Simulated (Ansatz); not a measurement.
# MgPd: do energies and stresses tell the same story?

All numbers below come from Ansatz 0.2.0, DFT r2SCAN, scalar-relativistic, plane waves, PAW.

Plane waves to 500 eV, a k mesh through Γ of 14×14×14 on the computed 2-atom cell and Gaussian smearing (0.10 eV); no spin polarisation.

Relaxed cell: Pm-3m, a = 3.153 Å, b = 3.153 Å, c = 3.153 Å, α = 90.00°, β = 90.00°, γ = 90.00°, 2 atoms in the primitive cell. Whether it is the stable form of this composition wasn't checked.

Energies at zero smearing and pressures from the stress tensor, at volumes with shape and atoms relaxed:
```tsv
V (Å³/atom)	E − E(first) (meV/atom)	P (GPa)
14.736	0.00	7.42
15.207	-15.60	3.39
15.677	-20.31	0.00
16.147	-15.85	-2.87
16.617	-3.67	-5.28
```

Q: Check P = −dE/dV between neighbouring volumes, and get the bulk modulus from the pressures alone.

A: With 1 eV/Å³ = 160.2 GPa:
```
middle V (Å³/atom)  −ΔE/ΔV (GPa) mean P (GPa)
            14.971         5.313         5.405
            15.442         1.606         1.694
            15.912        -1.521        -1.435
            16.382        -4.148        -4.072
```

The two differ by 0.09 GPa at most. The mean of two end pressures misses the average over a step by about ΔV² P″/12, up to 0.06 GPa here; with that taken off 0.05 GPa remains. The stress is the derivative of the free energy, not of the energy at zero smearing, and with free energies 0.00 GPa remains. Around V = 15.677 Å³/atom, the two neighbours give B = −V ΔP/ΔV = 15.677 × 6.26 / 0.941 = 104.3 GPa, against B0 = 104.1 GPa from the Birch–Murnaghan fit of the energies.

Cost: 6 runs of about 1.4 core-minutes in all, on Arm Neoverse V2 (shared hosts).